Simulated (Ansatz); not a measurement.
Relaxation of a generated trial cell of Ni in the AFLOW prototype A_mP4_4_2a (as in Te); 4 atoms in the cell, which starts as P2₁ (No. 4), mP4; a = 2.2743 Å, b = 5.5047 Å, c = 3.4876 Å, α = γ = 90.00°, β = 92.71°. Computed with PBE (plane waves to 420 eV, PAW, scalar-relativistic; Ansatz, an electronic-structure program). Γ-centred k-mesh 14×6×9 on the run's cell (coarser than for final values), Fermi–Dirac smearing 0.05 eV. This is the first round of the run. Spin-polarised start, with parallel moments on Ni.

The optimiser's lines from the output (shortened; P is positive under compression):

```
relax step   1: F+E_penalty+E_count = -23356.79392021 eV  Δ(F+E_penalty+E_count) = +0.000e0 eV  max|allowed force component| = 1.689e0 eV/Å  Δτ_max = 0.0000 Å  P = +17.828 GPa  Ω = 43.614 Å³  (20 SCF iters, dr2 threshold 1.00e-7 eV, accepted)
relax step   2: F+E_penalty+E_count = -23357.70895486 eV  Δ(F+E_penalty+E_count) = -9.150e-1 eV  max|allowed force component| = 1.627e0 eV/Å  Δτ_max = 0.1451 Å  P = +9.414 GPa  Ω = 43.930 Å³  (12 SCF iters, dr2 threshold 4.00e-7 eV, accepted)
relax step   3: F+E_penalty+E_count = -23358.54617165 eV  Δ(F+E_penalty+E_count) = -8.372e-1 eV  max|allowed force component| = 8.902e-1 eV/Å  Δτ_max = 0.1941 Å  P = +1.614 GPa  Ω = 43.941 Å³  (12 SCF iters, dr2 threshold 4.00e-7 eV, accepted)
relax step   4: F+E_penalty+E_count = -23358.89784353 eV  Δ(F+E_penalty+E_count) = -3.517e-1 eV  max|allowed force component| = 2.034e-1 eV/Å  Δτ_max = 0.2000 Å  P = +0.952 GPa  Ω = 43.390 Å³  (11 SCF iters, dr2 threshold 4.00e-7 eV, accepted)
relax step   5: F+E_penalty+E_count = -23358.91817533 eV  Δ(F+E_penalty+E_count) = -2.033e-2 eV  max|allowed force component| = 1.454e-2 eV/Å  Δτ_max = 0.0387 Å  P = -0.379 GPa  Ω = 43.614 Å³  (9 SCF iters, dr2 threshold 4.00e-7 eV, accepted)
relax step   6: F+E_penalty+E_count = -23358.91859306 eV  Δ(F+E_penalty+E_count) = -4.177e-4 eV  max|allowed force component| = 8.051e-4 eV/Å  Δτ_max = 0.0029 Å  P = -0.008 GPa  Ω = 43.530 Å³  (9 SCF iters, dr2 threshold 4.00e-7 eV, accepted)
relax step   7: F+E_penalty+E_count = -23358.92238565 eV  Δ(F+E_penalty+E_count) = -3.793e-3 eV  max|allowed force component| = 8.016e-4 eV/Å  Δτ_max = 0.0000 Å  P = +0.327 GPa  Ω = 43.530 Å³  stress off target by 8.55e-1 GPa  SCF on the basis re-selected at this cell (its energy is not comparable with the rows above)  (13 SCF iters)
relax step   8: F+E_penalty+E_count = -23358.92266436 eV  Δ(F+E_penalty+E_count) = -2.787e-4 eV  max|allowed force component| = 5.773e-4 eV/Å  Δτ_max = 0.0002 Å  P = +0.014 GPa  Ω = 43.600 Å³  (6 SCF iters, dr2 threshold 4.00e-7 eV, accepted)
relax step   9: F+E_penalty+E_count = -23358.92266338 eV  Δ(F+E_penalty+E_count) = +9.764e-7 eV  max|allowed force component| = 1.030e-5 eV/Å  Δτ_max = 0.0001 Å  P = +0.001 GPa  Ω = 43.603 Å³  (8 SCF iters, dr2 threshold 5.31e-9 eV, accepted)
relax step  10: F+E_penalty+E_count = -23358.92272198 eV  Δ(F+E_penalty+E_count) = -5.860e-5 eV  max|allowed force component| = 1.066e-5 eV/Å  Δτ_max = 0.0000 Å  P = -0.001 GPa  Ω = 43.603 Å³  stress off target by 2.33e-3 GPa  SCF on the basis re-selected at this cell (its energy is not comparable with the rows above)  (9 SCF iters)
```

From the first to the last row the energy changes by -0.53 eV/atom and the volume by 0.0 %. The last row is marked as not comparable with the walk above it, whose basis was carried along; it does compare with step 1, since both stand on a basis selected at the nominal cutoff for their own cell.

Later rounds, restarted from the end of this one on a renewed k-mesh, logged 4 more steps and released under 0.01 eV/atom more. The final structure after all rounds: Fm-3m (No. 225), cF4, fcc (Cu type); a = 3.519 Å, b = 3.519 Å, c = 3.519 Å, α = 90.00°, β = 90.00°, γ = 90.00°. Between re-selections the logged energies stand on a plane-wave basis carried along with the cell. Spin state reached: ferromagnetic (net 0.63 μB/atom), from parallel starting moments; other spin orders were not run from this start.

The run could not lose the symmetry of its start; a randomly shaken copy of 2 atoms returns to this structure.
